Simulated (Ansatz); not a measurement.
## ScCu: zone-centre modes

The calculation used DFT LDA, scalar-relativistic, plane waves, PAW (Ansatz). Plane waves to 420 eV; Γ-centred k mesh 14×14×14; Fermi-Dirac smearing of 0.15 eV. No spin polarisation. Phonons by linear response, acoustic sum rule imposed.

Equilibrium structure at this level:
```
Sc Cu
1.0
     3.16820    0.00000    0.00000
     0.00000    3.16820    0.00000
     0.00000    0.00000    3.16820
Sc Cu
1 1
Direct
  0.50000 0.50000 0.50000
  0.00000 0.00000 0.00000
```

In a metal, frequencies and elastic constants depend on the k mesh and the smearing, soft modes and shear constants most.

Problem. Is this structure stable against zone-centre distortions?

Solution. Yes, at Γ: no optical mode is imaginary. Strains and other wave vectors aren't tested by this run.

Problem. List the optical modes at Γ (i marks imaginary ones).

Solution.
```tsv
frequency (THz)	degeneracy
5.94	3
```